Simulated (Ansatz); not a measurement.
Input and command of a plane-wave DFT calculation in Ansatz:

```yaml
crystal:
  lattice:
    - [2.9216789061, 0.0, 0.0]
    - [-1.460839453, 2.5302481544, 0.0]
    - [0.0, 0.0, 2.8470525964]
  atoms:
    - { symbol: W, position: [0.0, 0.0, 0.0] }
    - { symbol: C, position: [0.6666666667, 0.3333333333, 0.5] }
basis:
  ecutwfc: 420
kpoints:
  mp_grid: { grid: [18, 18, 14] }
hamiltonian:
  xc: pbesol
scf:
  occupations: { method: gaussian, width: 0.1 }
output:
  forces: true
  stress: true
  eigenvalues: true
relax:
  adjacent_minimum: "off"
  f_tol: 0.005
  max_steps: 50
  cell: { stress_tol: 0.05 }
```

```bash
ansatz run input.yaml --threads 1 --pin off --max-ram 2560MiB --backend cpu --events-out ev --progress --plain --runs-dir out
```

Processor: AMD EPYC (Zen 3), 1 thread, on a host shared with other jobs.

Problem. Estimate time, memory and problem size.

Solution. About 74 s on 1 thread of AMD EPYC (Zen 3) (shared host), peak memory 0.43 GiB. It solves 13 bands at 296 k points (the mesh reduced by the symmetry that the task leaves, which can be less than the crystal's) with about 405 plane waves (on the last cell), in 39 SCF iterations over 6 ionic steps.
